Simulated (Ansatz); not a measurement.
Trial structure of BaC5, not yet relaxed:

```
Ba C
1.0
     4.16012    0.00000    0.00000
    -2.08006    3.60277    0.00000
     0.00000    0.00000    4.28915
Ba C
1 5
Cartesian
  0.0000 0.0000 0.0000
  2.0801 0.0000 0.0000
  -1.0400 1.8014 0.0000
  1.0400 1.8014 0.0000
  0.0000 2.4018 2.1446
  2.0801 1.2009 2.1446
```

Level of theory: DFT PBE, scalar-relativistic, plane waves, PAW (Ansatz 0.2.0). Cutoff 420 eV; k points 6×6×4 on the computed 6-atom cell (Γ-centred); Gaussian smearing, width 0.10 eV; no spin polarisation.

The zero of energy is the elements' standard structures at the same level; no fitted shifts are applied.

Q: Estimate its pressure, forces and energy as it stands.

A: The pressure is 38.4 GPa (the mean over three directions, positive in compression), the largest force is 0.00 eV/Å (symmetry fixes the atoms), and the energy is +4.67 eV/atom against the elements. The shortest distance is 2.08 Å.

Q: Is it a good guess?

A: A poor one: relaxing gains about 1.5 eV/atom (the start's value is from the coarse mesh, so the gain is rough) in 26 ionic steps and ends at +3.19 eV/atom on the finer mesh. The symmetry stays P6/mmm (No. 191). The volume per atom shrinks by 2.1 %, from 10.7 to 10.5 Å³. The shortest distance goes from 2.08 Å (Ba–C and C–C) to 2.02 Å (C–C). The ratio c/a of the conventional cell changes by a factor of 0.52. Conventional cell: a = 5.140 Å, c = 2.752 Å. Around Ba lie 6 C at 2.57 Å, 2 Ba at 2.75 Å and 12 C at 3.27 Å; around C on a site of symmetry mmm lie 4 C at 2.02 Å, 2 Ba at 2.57 Å and 4 C at 2.57 Å; around C on a site of symmetry -6m2 lie 6 C at 2.02 Å.

The last run used a 9×9×14 mesh (in the run's order of axes) for its 6-atom cell and Gaussian smearing of 0.10 eV. The reference form of C is held partly by dispersion forces, which this level lacks. The relaxation can't lower the symmetry of the start, and the grade says only how near the guess is to its own end. A structure relaxed within its symmetry needn't be a true minimum.
